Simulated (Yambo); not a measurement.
Yambo run on LiIOH2 (space group Pmma, No. 51). The wavefunctions come from this Quantum ESPRESSO step (LDA, PseudoDojo standard norm-conserving files, scalar-relativistic):

```
&CONTROL
  calculation = 'nscf'
  pseudo_dir = './pseudo'
  outdir = './out'
/
&SYSTEM
  ibrav = 0
  nat = 10
  ntyp = 4
  ecutwfc = 84.0
  ecutrho = 336.0
  occupations = 'fixed'
  force_symmorphic = .true.
  nbnd = 220
/
&ELECTRONS
  conv_thr = 1e-08
  diago_full_acc = .true.
  diago_thr_init = 1e-08
/
ATOMIC_SPECIES
H 1.0080 H.upf
Li 6.9400 Li.upf
O 15.9990 O.upf
I 126.9045 I.upf
CELL_PARAMETERS angstrom
  6.434500000000   0.000000000000   0.000000000000
  0.000000000000   4.397100000000   0.000000000000
  0.000000000000   0.000000000000   5.620250000000
ATOMIC_POSITIONS crystal
H   0.750000000000   0.675500000000   0.352830000000
H   0.250000000000   0.324500000000   0.647170000000
H   0.750000000000   0.324500000000   0.352830000000
H   0.250000000000   0.675500000000   0.647170000000
Li   0.500000000000   0.500000000000   0.000000000000
Li   0.000000000000   0.500000000000   0.000000000000
O   0.750000000000   0.500000000000   0.242960000000
O   0.250000000000   0.500000000000   0.757040000000
I   0.750000000000   0.000000000000   0.745450000000
I   0.250000000000   0.000000000000   0.254550000000
K_POINTS automatic
2 2 2 0 0 0
```

Yambo input:

```
rim_cut
gw0
dyson
el_el_corr
HF_and_locXC
ppa
em1d
RandQpts= 1000000
RandGvec= 1 Ry
EXXRLvcs= 84 Ry
VXCRLvcs= 336 Ry
Chimod= "HARTREE"
% BndsRnXp
 3 | 219 |
%
NGsBlkXp= 7 Ry
% LongDrXp
 1.0 | 1.0 | 1.0 |
%
PPAPntXp= 27.2114 eV
% GbndRnge
 1 | 219 |
%
GTermKind= "BG"
DysSolver= "n"
ExtendOut
% QPkrange
 1 | 1 | 18 | 19 |
 3 | 3 | 18 | 19 |
%
```

k points by index: 1 = Γ, 3 = (0, -0.5, 0).

Resulting energies as the program prints them:

```
#    K-point    Band    Eo [eV]    E [eV]    E-Eo [eV]    Vxc [eV]    Vnlxc [eV]    Sc|Eo [eV]    Sc|E [eV]    dSc/dw|Eo [eV]    Re(Z)    Im(Z)
#
    1    18    -0.146128    -1.417843    -1.271715    -11.39310    -14.37268    1.412052    1.707863    -6.329014    0.811299    -0.001414
    1    19    3.387634    4.318070    0.930436    -8.899437    -4.492121    -3.299743    -3.476879    -5.179783    0.840085    -0.001253
    3    18    0.000000    -1.283381    -1.283381    -11.20123    -14.11895    1.337449    1.634346    -6.294522    0.812135    -0.001406
    3    19    5.187559    6.194427    1.006869    -9.132207    -4.594717    -3.332384    -3.530621    -5.356801    0.835519    -0.001264
```
(The two width columns are left out.) Convergence of these settings isn't established.

Spin-orbit coupling is not included.

Geometry of the Materials Project entry, not relaxed at this level.

The structure is a Materials Project entry; no match was found in the copy of COD used, and its stability was not checked.

The distance between layers or molecules is the database entry's, not relaxed here. Functionals without dispersion can leave it too large, which widens gaps and weakens the response across layers: the numbers belong to this cell.
